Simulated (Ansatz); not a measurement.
## Computed properties of HgPt

```yaml
crystal:
  lattice:
    - [2.97100, 0.00000, 0.00000]
    - [0.00000, 2.97100, 0.00000]
    - [0.00000, 0.00000, 3.82500]
  atoms:
    - { symbol: Hg, position: [0.00000, 0.00000, 0.00000] }
    - { symbol: Pt, position: [0.50000, 0.50000, 0.50000] }
```

Atom numbers follow the list: Hg1, Pt2.

The cell is COD entry 1523215, as deposited and not checked against the literature; nothing was relaxed.

No spin–orbit coupling, which matters for the heavy atoms here.

Methods: DFT, LDA, all-electron LAPW, scalar-relativistic (Ansatz 0.2.0); DFT, LDA, PAW with Ansatz's default frozen-core files, scalar-relativistic (Ansatz 0.2.0).

For LAPW: a Γ-centred 12×12×10 k mesh, Fermi–Dirac smearing of 0.03 eV, basis error target 0.5 meV/atom, no spin polarisation. PAW takes a cutoff of 420 eV at this cell (files made with PBE, cores remade for this functional). The Ansatz runs share mesh, smearing and spin set-up. Values come from LAPW unless marked.

```yaml
Bader_charges_from_the_PAW_run: Hg1 +0.23, Pt2 -0.23 e
Volume_per_atom: 113.9 bohr³
```

**Question.** Give the computed value. Löwdin charges (with 0.47 e of the cell spilling out of the atomic basis, so their sizes and signs hang on that basis).

**Answer.** Hg1 0.83, Pt2 -0.37 e.

**Question.** Give the computed value. Stress xx, yy, zz (compression positive).

**Answer.** -1.86, -1.86, -1.23 GPa.

**Question.** Predict this quantity. Density of states at the Fermi level (0.2 eV bin).

**Answer.** 0.49 states/eV per cell.

**Question.** Band gap: what does the calculation give?

**Answer.** none: bands cross the Fermi level, a metal.

**Question.** Pressure at this cell: what does the calculation give?

**Answer.** -1.65 GPa.
